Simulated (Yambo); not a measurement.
BSE-type run in Yambo on MgS (rock salt, space group Fm-3m, No. 225) under isotropic strain of -3 % on all lattice vectors, at zero momentum.

Quantum ESPRESSO step (PBEsol, PseudoDojo standard norm-conserving files, scalar-relativistic):
```
&CONTROL
  calculation = 'nscf'
  pseudo_dir = './pseudo'
  outdir = './out'
/
&SYSTEM
  ibrav = 0
  nat = 2
  ntyp = 2
  ecutwfc = 84.0
  ecutrho = 336.0
  occupations = 'fixed'
  force_symmorphic = .true.
  nbnd = 25
/
&ELECTRONS
  conv_thr = 2e-09
  diago_full_acc = .true.
  diago_thr_init = 1e-08
/
ATOMIC_SPECIES
Mg 24.3050 Mg.upf
S 32.0600 S.upf
CELL_PARAMETERS angstrom
  0.000000000000   2.513803774347   2.513803774347
  2.513803774347   0.000000000000   2.513803774347
  2.513803774347   2.513803774347   0.000000000000
ATOMIC_POSITIONS crystal
Mg   0.000000000000   0.000000000000   0.000000000000
S   0.500000000000   0.500000000000   0.500000000000
K_POINTS automatic
10 10 10 0 0 0
```

Yambo input:
```
rim_cut
optics
bse
bss
dipoles
em1s
RandQpts= 1000000
RandGvec= 1 Ry
FFTGvecs= 40 Ry
Chimod= "HARTREE"
BSKmod= "SEX"
BSEmod= "resonant"
BSSmod= "hs"
BSENGexx= 15 Ry
BSENGBlk= 4 Ry
% KfnQP_E
 1.757 | 1.0 | 1.0 |
%
% BSEQptR
 1 | 1 |
%
% BSEBands
 6 | 9 |
%
% BEnRange
 0.0 | 11.2 | eV
%
% BDmRange
 0.15 | 0.15 | eV
%
BEnSteps= 224
% BLongDir
 1.0 | 0.0 | 0.0 |
%
BSHayTrs= -0.02
BSSNEig= 24
WRbsWF
% BndsRnXs
 5 | 19 |
%
NGsBlkXs= 4 Ry
% LongDrXs
 1.0 | 1.0 | 1.0 |
%
```

From the report:

The dimension is k points × valence × conduction bands = 1000 × 3 × 1 = 3000.
```
   [SLEPC] Approach                          : Krylov-Schur
   [SLEPC] Number of requested eigenvalues   :  24
   [SLEPC] Number of eigenvalues        [NEV]:  24
    [K] Dimension                                    :  3000
    [K] Bands                                        :   6   9
    [K] Exchange res                                 : yes
    [K] Correlation res                              : yes
    [K] W interaction is bare                        : no
    [K] RL vectors exchange                          :  229
    [K] RL vectors correlation                       :   51
    [W] Matrix size                                  :   51
    [W] Bands                                        :   5  19
    [W] Coulomb Cutoff                               : none
    [W] Hxc Kernel                                   : HARTREE
```

Geometry strained from the cell relaxed with PBEsol, atoms relaxed again.
